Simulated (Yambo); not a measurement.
A G0W0@PBEsol run in Yambo for Na3P (space group P6_3/mmc, No. 194) (3×3×2 Γ-centred k mesh, bands 7 to 265 and a 7 Ry block in the screening, 265 bands in G with the Bruneval-Gonze terminator, plasmon pole fitted at 27.2 eV) gives these matrix elements, in eV, at the band edges (Γ → Γ):

```json
[
 {"state": "valence edge", "E0": "0.000", "<Vxc>": "-10.583", "<Σx>": "-12.924", "<Σc(E0)>": "1.434", "Z": "0.737"},
 {"state": "conduction edge", "E0": "0.444", "<Vxc>": "-7.785", "<Σx>": "-4.724", "<Σc(E0)>": "-3.088", "Z": "0.776"}
]
```

### Question
Solve the linearised quasiparticle equation for both states, give the gap, and say how exchange and correlation each act on it.

### Answer
E = E0 + Z(Σx + Σc − Vxc). Valence: 0.000 + 0.737 × (-12.924 + (1.434) − (-10.583)) = -0.67 eV. Conduction: 0.444 + 0.776 × (-4.724 + (-3.088) − (-7.785)) = 0.42 eV. The gap is 1.09 eV, against 0.44 eV in PBEsol. Replacing Vxc by bare exchange alone would open it by 5.40 eV; correlation takes back 4.52 eV of that, and Z scales what is left. Nearest settings tried, and what they do to the gap: 171 bands in G: -11 meV; 6 Ry block (325 vectors against 385): -13 meV; 3×3×1 mesh: -81 meV. Not varied: bands in W. So the settings aren't converged at that level. 

Geometry of the Materials Project entry, not relaxed at this level; primitive cell a = b = 4.920 Å, c = 8.765 Å, α = β = 90.00°, γ = 120.00°.
